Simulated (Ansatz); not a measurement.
Below is a relaxed structure of ScSiS₄. The cell was found from a structure generator's guess, not taken from experiment.

Computed with Ansatz, DFT PBE, scalar-relativistic, plane waves, PAW. Cutoff 420 eV, Γ-centred mesh, Gaussian smearing, no spin polarisation.

```
Sc Si S
1.0
     4.53169    0.00000    0.00000
     0.00000    4.53169    0.00000
     0.00000    0.00000    8.33528
Sc Si S
1 1 4
Direct
  0.00000 0.00000 0.95402
  0.50000 0.50000 0.69897
  0.00000 0.00000 0.23744
  0.00000 0.00000 0.47245
  0.50000 0.00000 0.81959
  0.00000 0.50000 0.81959
```

Formation energies are uncorrected and refer to the elements' standard structures at the same level.

(1) Find its symmetry and describe it.

(2) How far does it lie from the elements in energy?

(3) Is it a metal?

Results:

(1) P4mm (No. 99). Conventional cell: a = 4.532 Å, c = 8.335 Å. Sc is surrounded by 1 S at 2.36 Å and 4 S at 2.53 Å; Si is surrounded by 4 S at 2.48 Å; around S on a site of symmetry 4mm lie 1 S at 1.96 Å and 1 Sc at 2.36 Å; S on a second site of symmetry 4mm has 1 S at 1.96 Å; 1 more site not described.

(2) −0.41 eV/atom. A negative formation energy is needed for stability but isn't enough: competing phases decide.

(3) Yes, bands cross the Fermi level on the 8×8×6 mesh.

The last run used an 8×8×6 mesh (in the run's order of axes) for its 6-atom cell and Gaussian smearing of 0.10 eV. No dispersion correction is applied, so the spacing and binding between layers, chains or molecules are poorly described. An odd number of electrons in the primitive cell allows no gap without spin; a larger cell or a magnetic state could open one. The cell is a metal run without spin; a magnetic state may lie lower. The reference form of S is held partly by dispersion forces, which this level lacks. Symmetry constrained the relaxation, so the result can be a saddle point.
